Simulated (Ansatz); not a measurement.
Cell and atoms are relaxed with the symmetry kept. Start:

```cif
data_structure
_symmetry_space_group_name_H-M 'P 1'
_symmetry_Int_Tables_number 1
_cell_length_a 3.2085
_cell_length_b 3.2085
_cell_length_c 5.1442
_cell_angle_alpha 90.000
_cell_angle_beta 90.000
_cell_angle_gamma 120.000
_cell_volume 45.86
loop_
_atom_site_label
_atom_site_type_symbol
_atom_site_fract_x
_atom_site_fract_y
_atom_site_fract_z
_atom_site_occupancy
Mg1 Mg 0.33333 0.66667 0.25000 1
Mg2 Mg 0.66667 0.33333 0.75000 1
```

Computed with Ansatz 0.2.0, DFT PBE+D3(BJ), scalar-relativistic, plane waves, PAW.

Cutoff 420 eV; k points 18×18×8 on the computed 2-atom cell (Γ-centred); Gaussian smearing, width 0.10 eV; no spin polarisation.

What does it relax to?

The volume drops by 1.25 Å³/atom to 21.68 Å³/atom, and the energy falls by 7.9 meV/atom. Final structure:
```
Mg
1.0
     3.14841    0.00000    0.00000
    -1.57421    2.72661    0.00000
     0.00000    0.00000    5.05173
Mg
2
Cartesian
  0.0000 1.8177 1.2629
  1.5742 0.9089 3.7888
```

Cost: 1 run of about 0.28 core-minutes, on Arm Neoverse V2 (shared hosts).